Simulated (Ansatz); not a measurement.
**Trial structures of Nb5O: starts and ends**

Theory: DFT PBE, scalar-relativistic, plane waves, PAW in Ansatz. Settings: cutoff 420 eV, Γ-centred meshes spaced at most about 0.3 Å⁻¹, and about 0.25 Å⁻¹ or finer for metals (2π included), Gaussian smearing. No spin polarisation in the final relaxations.

Each guess was relaxed in cell and atoms at zero pressure, within the symmetry of its start. These are static total energies at zero pressure. Coordination counts Nb atoms around O (those within 1.25 times the shortest such distance or 1.15 times the sum of covalent radii; a plus sign parts nearer from farther groups; the shortest distance is added where it is long for a bond).

```tsv
guess	made from	start group	V start (Å³/atom)	end group	V end (Å³/atom)	coordination at the end	gap on mesh (eV)	E over the lowest end (meV/atom)
1	ErCu5 type	F-43m	14.1	F-43m	18.4	O 16 from 3.2 Å	0	1184
2	LiMg5 type	P-6m2	20.0	P-6m2	16.3	O 6	0	0
3	YRh5 type	P6/mmm	16.1	P6/mmm	19.5	O 6+12 from 3.0 Å	0	1482
4	random cell	P6/mmm	28.8	?	?	?	?	?
```

Guess 4 as it starts:

```cif
data_structure
_symmetry_space_group_name_H-M 'P6/mmm'
_symmetry_Int_Tables_number 191
_cell_length_a 6.0450
_cell_length_b 6.0450
_cell_length_c 5.4613
_cell_angle_alpha 90.000
_cell_angle_beta 90.000
_cell_angle_gamma 120.000
_cell_volume 172.83
loop_
_atom_site_label
_atom_site_type_symbol
_atom_site_symmetry_multiplicity
_atom_site_Wyckoff_symbol
_atom_site_fract_x
_atom_site_fract_y
_atom_site_fract_z
_atom_site_occupancy
Nb1 Nb 4 h 0.33333 0.66667 0.29268 1
Nb2 Nb 1 b 0.00000 0.00000 0.50000 1
O1 O 1 a 0.00000 0.00000 0.00000 1
```

Question: Predict the end of this guess and its energy over the lowest end.

Answer: It ends in space group P6/mmm (No. 191), with a = 4.697 Å, c = 5.314 Å, 16.9 Å³/atom and no gap. It lies 0.82 eV/atom over the lowest end, above guess 2 and below guess 1. Counting Nb atoms around O, this end has O 2+12 and the lowest (guess 2) has O 6.

```cif
data_structure
_symmetry_space_group_name_H-M 'P6/mmm'
_symmetry_Int_Tables_number 191
_cell_length_a 4.6972
_cell_length_b 4.6972
_cell_length_c 5.3137
_cell_angle_alpha 90.000
_cell_angle_beta 90.000
_cell_angle_gamma 120.000
_cell_volume 101.53
loop_
_atom_site_label
_atom_site_type_symbol
_atom_site_symmetry_multiplicity
_atom_site_Wyckoff_symbol
_atom_site_fract_x
_atom_site_fract_y
_atom_site_fract_z
_atom_site_occupancy
Nb1 Nb 4 h 0.33333 0.66667 0.25738 1
Nb2 Nb 1 b 0.00000 0.00000 0.50000 1
O1 O 1 a 0.00000 0.00000 0.00000 1
```

The zero of energy is the elements' standard structures at the same level (O₂ as a molecule); no fitted shifts are applied.

Question: Is the lowest end bound against the elements?

Answer: Yes: its formation energy is −0.40 eV/atom. It lies below the elements, which doesn't yet make it stable against other compounds or structures.

A magnetic state wasn't ruled out in cells without spin, among them P-6m2, P6/mmm at 16.9 Å³/atom, F-43m, P6/mmm at 19.5 Å³/atom. Cells relaxed within their symmetry can be saddle points. A lower structure may well exist outside this small set. Some structure types and database cells were kept out of the candidates from the start, so a known form may be missing.
